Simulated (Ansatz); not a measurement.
# OF2, a known structure type with other elements, at an estimated volume

```yaml
crystal:
  lattice:
    - [1.32935, 2.30250, 0.00000]
    - [-1.32935, 2.30250, 0.00000]
    - [0.00000, -1.53500, 9.53785]
  atoms:
    - { symbol: F, position: [0.29000, 0.29000, 0.87000] }
    - { symbol: F, position: [0.71000, 0.71000, 0.13000] }
    - { symbol: F, position: [0.12300, 0.12300, 0.36900] }
    - { symbol: F, position: [0.87700, 0.87700, 0.63100] }
    - { symbol: O, position: [0.41700, 0.41700, 0.25100] }
    - { symbol: O, position: [0.58300, 0.58300, 0.74900] }
```

Level: r2SCAN, no spin polarisation; 500 eV; 9×9×9 Γ-centred mesh; cold occupations (width 0.0196 eV); Ansatz 0.2.0, fixed geometry.

Problem. Where is the largest force?

Solution. The largest is on O5 (and as large on other atoms): 0.20 eV/Å, components (0.00, 0.00, -0.20). It makes 126° with the line to a nearest neighbour, F3 at 1.90 Å.

Problem. What is the formation energy?

Solution. 1.43 eV an atom against the elements' usual phases (free molecules for gases, crystals otherwise, with no correction for O₂ or N₂), so at this geometry it isn't bound against them. Relaxing would lower it.

Problem. What does the stress say?

Solution. The pressure is 12.0 GPa (compression positive), so with the atoms held at these fractions the cell would first expand. The principal stresses -0.2, 18.0, 18.0 GPa differ, so its shape would change too.

Problem. Describe some of the short contacts.

Solution. F–O at 1.90 Å: least valence density 0.53 e/Å³ and ELF 0.16 there. Both are smooth PAW fields, read partly inside the augmentation spheres.

Problem. How is the charge shared?

Solution. Bader charges in e: O +0.28, F -0.14. In the mean O gives up most and F takes most.

Problem. Is there a gap?

Solution. It is a metal, with about 11 states/eV a cell as the mean within 0.25 eV of the Fermi level, mostly O p (56 %) and F p (43 %).

Origin: a known structure type with other elements, at an estimated volume, so it need not be a known compound. Caveats: many states at the Fermi level without spin polarisation, so a magnetic state may lie lower; the Fermi level lies in a narrow band between gaps, which spin or distortion may split; the k mesh is coarse if the cell is a metal.
